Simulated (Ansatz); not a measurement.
The structure comes from a relaxation in the same program, started in the zincblende type, and has space group F-43m. Whether it is a known phase or the ground state wasn't checked.

A run of Ansatz 0.2.0 printed the following.

```
Eu: projections on atomic orbitals take those of the free atom 1s2 2s2 2p6 3s2 3p6 3d10 4s2 4p6 4d10 4f7 5s2 5p6 5d0 6s2, of charge +0.00 (hamiltonian.pseudopotentials.projection_atoms)
Sb: projections on atomic orbitals take those of the free atom 1s2 2s2 2p6 3s2 3p6 3d10 4s2 4p6 4d10 5s2 5p3, of charge +0.00 (hamiltonian.pseudopotentials.projection_atoms)
LAPW: plane waves up to 7.866 Å⁻¹, error target 5.0e-4 eV per atom; small_component_spin mean_spin; Sb in spheres of 1.484 Å, 23 of its electrons in bands, Dirac shells []; Eu in spheres of 1.661 Å, 33 of its electrons in bands, Dirac shells []
Engine: ansatz 0.2.0
Pseudopotentials: kind: all_electron
Pseudopotential: Eu, LAPW, valence charge 33, Koelling and Harmon's equation, gaussian nucleus
Pseudopotential: Sb, LAPW, valence charge 23, Koelling and Harmon's equation, gaussian nucleus
Functional definition: PBE
  parameter kappa = 0.804
  parameter beta = 0.06672455060314922
  exchange = pbe_x(kappa = kappa, mu = beta*pi^2/3)
  correlation = pbe_c(beta = beta)
Crystal: 2 atoms, lattice volume = 95.748 Å³
Basis set: ecut = 235.7403992376558 eV, 749 PW (Γ), exchange–correlation at level 2
Bands: 38, of which v1, the nominal top of the filled ones, is band 28 counted from 1 (27 counted from 0)
Symmetry: 24 space group operations
Space group: F-43m (ITA 216), of the structure as read, at distance tolerance 4.6e-5 Å
Magnetic group: BNS 216.74 (UNI 1576), of the structure as read, at distance tolerance 4.6e-5 Å
k-points: 35 of 729 (time reversal used)
Non-local potential: Eu, projectors of the file, none
Non-local potential: Sb, projectors of the file, none
Initial density: superposition of atomic densities (chi_scale 0.1, normalization cell)
Starting moments: Σ|m| = 7 μB on 1 of 2 sites
Initial wavefunctions: plane waves of lowest kinetic energy (no species holds an atomic orbital)
Functional: x = pbe(κ = 0.804, μ = 0.2195149727645171), c = pbe(β = 0.06672455060314922)
iter 1 solved again at ethr=1.81e-3 eV; its pass at ethr=1.00e-1 eV (dr2=1.01e0 eV) is discarded
SCF iter   1: F=—  HF=-471440.165884 eV  |F-HF|=—  |Δ(HF+E_count)|=         —  Δρ=1.10e-2 (↑8.82e-3 ↓1.10e-2)  dr2=1.01e0  dr2_m=1.32e-2  M=6.471 μB ∫|m|=6.938 μB  β_m=0.30  ethr=1.81e-3  ⟨swp⟩=2.0  Hψ=16140  notcnv=0
Mixer restart at iter 1: flushing history
preconditioner: auto → none  [metal: Δε(μ)=0.001 eV  Ē_g=10.734 eV  σ=0.030 eV  W_gap=0.01  n_scr=26 (ndim 8)  ℏωp=17.0 eV  f_vac=0.234  D(μ)=10.16/eV (n_scr^D=136)  sad-step TF]
SCF iter   2: F=—  HF=-471440.207727 eV  |F-HF|=—  |Δ(HF+E_count)|=   4.18e-2  Δρ=9.37e-3 (↑6.73e-3 ↓9.37e-3)  dr2=6.93e-1  dr2_m=8.57e-3  M=6.405 μB ∫|m|=7.006 μB  β_m=0.46  ethr=1.81e-3  ⟨swp⟩=2.0  Hψ=8249  notcnv=0
iter 3 solved again at ethr=7.58e-5 eV; its pass at ethr=1.24e-3 eV (dr2=4.24e-2 eV) is discarded
SCF iter   3: F=—  HF=-471440.141371 eV  |F-HF|=—  |Δ(HF+E_count)|=   6.64e-2  Δρ=3.94e-3 (↑2.65e-3 ↓3.94e-3)  dr2=4.24e-2  dr2_m=5.50e-3  M=6.189 μB ∫|m|=7.120 μB  β_m=0.49  ethr=7.58e-5  ⟨swp⟩=2.0  Hψ=13081  notcnv=0
SCF iter   4: F=—  HF=-471440.186459 eV  |F-HF|=—  |Δ(HF+E_count)|=         —  Δρ=2.70e-3 (↑2.06e-3 ↓2.70e-3)  dr2=5.86e-3  dr2_m=4.36e-3  M=6.016 μB ∫|m|=7.258 μB  β_m=0.49  ethr=7.57e-5  ⟨swp⟩=2.0  Hψ=8356  notcnv=0
Mixer restart at iter 4: flushing history
SCF iter   5: F=—  HF=-471440.194032 eV  |F-HF|=—  |Δ(HF+E_count)|=         —  Δρ=1.49e-3 (↑1.17e-3 ↓1.49e-3)  dr2=1.75e-3  dr2_m=1.35e-3  M=6.005 μB ∫|m|=7.261 μB  β_m=0.74  ethr=1.05e-5  ⟨swp⟩=2.4  Hψ=8058  notcnv=0
the basis was enlarged: its passes take 3.5 MiB over the memory plan, 2 of 2 planned eigensolver slots
SCF iter   6: F=—  HF=-471440.202830 eV  |F-HF|=—  |Δ(HF+E_count)|=   8.80e-3  Δρ=2.53e-4 (↑2.53e-4 ↓1.25e-4)  dr2=3.76e-4  dr2_m=5.72e-6  M=6.001 μB ∫|m|=7.273 μB  β_m=0.54  ethr=3.13e-6  ⟨swp⟩=3.0  Hψ=8731  notcnv=0
SCF iter   7: F=—  HF=-471440.200720 eV  |F-HF|=—  |Δ(HF+E_count)|=   2.11e-3  Δρ=1.31e-4 (↑1.31e-4 ↓4.62e-5)  dr2=2.89e-5  dr2_m=5.66e-6  M=6.001 μB ∫|m|=7.257 μB  β_m=0.60  ethr=6.71e-7  ⟨swp⟩=2.5  Hψ=7981  notcnv=0
SCF iter   8: F=—  HF=-471440.201208 eV  |F-HF|=—  |Δ(HF+E_count)|=   4.88e-4  Δρ=1.04e-4 (↑1.04e-4 ↓2.94e-5)  dr2=1.82e-5  dr2_m=3.25e-6  M=6.001 μB ∫|m|=7.253 μB  β_m=0.80  ethr=5.16e-8  ⟨swp⟩=2.9  Hψ=8064  notcnv=0
SCF iter   9: F=—  HF=-471440.201763 eV  |F-HF|=—  |Δ(HF+E_count)|=   5.55e-4  Δρ=6.00e-5 (↑6.00e-5 ↓1.22e-5)  dr2=9.27e-6  dr2_m=9.23e-7  M=6.001 μB ∫|m|=7.245 μB  β_m=0.89  ethr=3.25e-8  ⟨swp⟩=3.0  Hψ=8164  notcnv=0
SCF iter  10: F=—  HF=-471440.201805 eV  |F-HF|=—  |Δ(HF+E_count)|=   4.17e-5  Δρ=1.30e-5 (↑9.92e-6 ↓1.30e-5)  dr2=6.73e-7  dr2_m=6.56e-8  M=6.001 μB ∫|m|=7.241 μB  β_m=0.83  ethr=1.66e-8  ⟨swp⟩=3.0  Hψ=8144  notcnv=0
SCF iter  11: F=—  HF=-471440.201809 eV  |F-HF|=—  |Δ(HF+E_count)|=   3.68e-6  Δρ=2.64e-6 (↑2.52e-6 ↓2.64e-6)  dr2=2.02e-9  dr2_m=5.68e-9  M=6.001 μB ∫|m|=7.242 μB  β_m=0.79  ethr=1.20e-9  ⟨swp⟩=3.0  Hψ=8147  notcnv=0
SCF iter  12: F=—  HF=-471440.201809 eV  |F-HF|=—  |Δ(HF+E_count)|=   1.45e-8  Δρ=1.01e-6 (↑9.69e-7 ↓1.01e-6)  dr2=5.14e-9  dr2_m=4.44e-10  M=6.001 μB ∫|m|=7.242 μB  β_m=0.85  ethr=7.09e-12 (applied; sched 3.60e-12)  ⟨swp⟩=3.0  Hψ=8328  notcnv=0
SCF iter  13: F=—  HF=-471440.201809 eV  |F-HF|=—  |Δ(HF+E_count)|=   2.24e-8  Δρ=2.01e-6 (↑2.01e-6 ↓1.04e-7)  dr2=1.17e-8  dr2_m=8.56e-10  M=6.001 μB ∫|m|=7.242 μB  β_m=0.84  ethr=6.98e-12 (applied; sched 3.60e-12)  ⟨swp⟩=3.0  Hψ=8188  notcnv=0
SCF iter  14: F=-471440.201809 eV  HF=-471440.201809 eV  |F-HF|=2.91e-10  |Δ(HF+E_count)|=   4.83e-9  Δρ=1.57e-7 (↑1.57e-7 ↓5.60e-8)  dr2=5.43e-11  dr2_m=7.60e-12  M=6.001 μB ∫|m|=7.242 μB  ethr=6.37e-12 (applied; sched 3.60e-12)  ⟨swp⟩=2.0  Hψ=7688  notcnv=0
SCF 1 converged in 14 iterations: F = -471440.201809 eV  dr2 = 5.43e-11
NSCF: frozen V_eff on 57 k-points
SCF converged after 14 iterations
Magnetization: 6.0012 μB (31.0006 up, 24.9994 down)
Absolute magnetization: 7.2419 μB (∫|ρ↑−ρ↓|)
Spin contamination: 0.6171 ħ² per cell (⟨S²⟩ above its minimum at these occupations)
Per-site moments (μB) at R_I (Å): [(6.5937462722994695, 1.660617466056778), (-0.39346136606114257, 1.4839672660934846)]
Free energy (F): -471440.201809 eV
Harris-Foulkes:  -471440.201809 eV  (|F-HF|=2.91e-10)
Internal energy: -471440.187565 eV  (E = F + TS)
E sigma→0 (E₀):  -471440.194687 eV
Entropy (-TS):   -0.014244 eV (-7.122 meV/atom)
Fermi energy:    6.718066 eV
--- Per-component energies (eV) ---
  E_band       = -3786.997850
  E_kinetic    = 505754.890370
  E_xc         = -11263.521945
  E_electrostatic = -965931.555990  (all electrons and nuclei)
  E_smearing   = -0.014244  (= −TS)
  E_closure    = 0.000000  (closes the sum)
  E_atoms      = -471425.078414  (free atoms, spherical and without spin; not in F)
  Σ components = -471440.201809   (vs F -471440.201809, Δ=0.00e0)
  Basis errors (estimates in eV, not in F): energy 1.6e-4 per atom: plane waves 1.4e-4 (8.0e-5 summed), levels above the bands 7.4e-94, relativity 6.2e-8, radial functions 2.4e-5, core shells 7.2e-8; eigenvalues (radial functions only) 5.8e-7; not estimated: angular momenta, meshes, grids; target (lapw.basis_error) 5.0e-4; muffin-tin radii Sb 1.484 Å, Eu 1.661 Å
--- Forces (eV/Å), atoms counted from 1 ---
  atom   1  Eu     0.00000000    -0.00000000     0.00000000
  atom   2  Sb    -0.00000000     0.00000000    -0.00000000
  max |Σ_I F_I| component: 7.40e-17 eV/Å
--- Stress (GPa, compression-positive) ---
        0.051358       0.000000      -0.000000
        0.000000       0.051358      -0.000000
       -0.000000      -0.000000       0.051358
  P = ⅓ Tr σ = 0.0514 GPa (0.514 kbar)
--- Band table (eV; the first three rows and the last of 70) ---
  k-point 0 ↑: bands = ["-249.3965", "-249.3965", "-249.3965", "-135.6799", "-126.0120", "-126.0120", "-126.0062", "-126.0062", "-126.0062", "-88.6458", "-88.6458", "-88.6458", "-34.3873", "-20.4526", "-20.4526", "-20.4526", "-20.4378", "-20.4378", "-13.0953", "-13.0953", "-13.0953", "-1.0841", "6.0835", "6.0835", "6.0835", "6.3313", "6.4139", "6.4139", "6.4139", "6.5977", "6.5977", "6.5977", "9.1150", "9.8064", "9.8064", "12.8197", "12.8197", "12.8197"]
  k-point 1 ↑: bands = ["-249.3965", "-249.3965", "-249.3965", "-135.6799", "-126.0120", "-126.0120", "-126.0062", "-126.0062", "-126.0062", "-88.6458", "-88.6458", "-88.6458", "-34.3872", "-20.4525", "-20.4525", "-20.4522", "-20.4378", "-20.4378", "-13.1002", "-13.0960", "-13.0960", "-1.0373", "5.9684", "6.0964", "6.0964", "6.3360", "6.4074", "6.4074", "6.4140", "6.5073", "6.6220", "6.6220", "9.4897", "9.7504", "9.7504", "12.4055", "12.8519", "12.8519"]
  k-point 2 ↑: bands = ["-249.3965", "-249.3965", "-249.3965", "-135.6799", "-126.0120", "-126.0120", "-126.0062", "-126.0062", "-126.0062", "-88.6458", "-88.6458", "-88.6458", "-34.3870", "-20.4523", "-20.4523", "-20.4513", "-20.4378", "-20.4378", "-13.1127", "-13.0979", "-13.0979", "-0.9161", "5.6855", "6.1273", "6.1273", "6.3464", "6.3964", "6.3964", "6.4143", "6.4193", "6.6732", "6.6732", "9.6899", "9.6899", "10.2553", "11.4438", "12.5515", "12.5515"]
  k-point 34 ↓: bands = ["-243.9987", "-243.9987", "-243.9987", "-135.7095", "-120.6479", "-120.6479", "-120.6303", "-120.6303", "-120.6303", "-88.6765", "-88.6765", "-88.6765", "-31.4292", "-20.5121", "-20.5118", "-20.5095", "-20.4988", "-20.4985", "-10.9993", "-10.9660", "-10.9577", "-0.8393", "5.4831", "5.8150", "6.5272", "8.8957", "10.0991", "10.7034", "10.8740", "10.9718", "11.0301", "11.0338", "11.0458", "11.0757", "11.1068", "11.6431", "12.3002", "13.9361"]
--- Löwdin populations: 2 sites ---
  site symbol       q [e]    m [muB]
     0     Eu     62.6218     6.6576
     1     Sb     51.3351    -0.6671
  spilling = 0.000378 (of n_electrons = 114.000000)
```

The cell and starting positions:

```
CELL_PARAMETERS angstrom
0.00000 3.63105 3.63105
3.63105 0.00000 3.63105
3.63105 3.63105 0.00000
ATOMIC_POSITIONS crystal
Eu 0.00000 0.00000 0.00000
Sb 0.25000 0.25000 0.25000
```

Parts of the input that the log doesn't repeat:

```yaml
  band_path:
    path:
      - [0.0, 0.0, 0.0]
      - [-0.5, -0.5, 0.0]
      - [-0.375, -0.375, 0.25]
      - [-0.375, 0.0, 0.375]
      - [0.0, 0.0, 0.0]
      - [0.0, 0.0, 0.5]
      - [-0.5, -0.25, 0.25]
      - [-0.5, -0.5, 0.0]
    npoints: 8
output:
  forces: true
  stress: true
  eigenvalues: true
  populations: true
  dos: { projected: true, de: 0.2, e_range: [-14, 8] }
```

Write the input that produced this log.


```yaml
crystal:
  lattice:
    - [0.0, 3.6310537373, 3.6310537373]
    - [3.6310537373, 0.0, 3.6310537373]
    - [3.6310537373, 3.6310537373, 0.0]
  atoms:
    - { symbol: Eu, position: [0.0, 0.0, 0.0], spin: 7.0 }
    - { symbol: Sb, position: [0.25, 0.25, 0.25] }
magnetization:
  spin_polarized: true
kpoints:
  mp_grid: { grid: [9, 9, 9] }
  band_path:
    path:
      - [0.0, 0.0, 0.0]
      - [-0.5, -0.5, 0.0]
      - [-0.375, -0.375, 0.25]
      - [-0.375, 0.0, 0.375]
      - [0.0, 0.0, 0.0]
      - [0.0, 0.0, 0.5]
      - [-0.5, -0.25, 0.25]
      - [-0.5, -0.5, 0.0]
    npoints: 8
scf:
  occupations: { method: fermi_dirac, width: 0.03 }
hamiltonian:
  xc: pbe
  pseudopotentials: { kind: all_electron, lapw: { basis_error: 0.0005 } }
output:
  forces: true
  stress: true
  eigenvalues: true
  populations: true
  dos: { projected: true, de: 0.2, e_range: [-14, 8] }
```
This is the input that was run; digits and keys that the log doesn't show could differ in an equivalent one.
